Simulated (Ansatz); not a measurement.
## Rigid cleavage in TaRu

Level of theory: DFT r2SCAN, scalar-relativistic, plane waves, PAW (Ansatz). Cutoff 500 eV, Γ-centred 19×19×6 k-points, Gaussian smearing of 0.15 eV. Spin–orbit coupling is left out, which can shift energies with elements as heavy as these. No spin polarisation. Energies are free energies at this smearing, counted from the undisturbed cell; pressure is positive in compression.

The starting cell (relaxed at this level; with this scan's settings it stands at -0.1 GPa; it needn't be the usual structure):

```xyz
6
Lattice="-2.1499 2.1504 0.0000 -2.1499 -2.1504 0.0000 0.0000 0.0000 10.2075" Properties=species:S:1:pos:R:3 pbc="T T T"
Ta   -2.1499    0.0000    9.3568
Ta   -2.1499    0.0000    2.5519
Ta   -2.1499    0.0000    5.9544
Ru    0.0000    0.0000    7.6556
Ru    0.0000    0.0000    0.8506
Ru    0.0000    0.0000    4.2531
```

The cut lies on the cell's a–b face, a (0 0 1) plane (indices in the standard cell, whose axes needn't be the Cartesian ones shown) of area 9.25 Å², between layers 1.70 Å apart. Vector c is lengthened by d along the normal with the atoms' Cartesian places fixed: one unrelaxed cut a cell. The cell is metallic on the mesh throughout.

```
d (Å) energy (J/m²) traction dE/dd (GPa)
 0.00           0.00                   0.7
 0.50              ?                     ?
 1.00           2.84                  37.1
 3.00           6.61                   5.7
```

**Question.** Give the withheld values.

**Answer.** energy (J/m²) at d (Å) = 0.50: 0.99; traction dE/dd (GPa) at d (Å) = 0.50: 32.9.

Cost: 4 runs of about 27 core-minutes in all, on Intel Xeon Platinum 8488C (Sapphire Rapids) (shared hosts).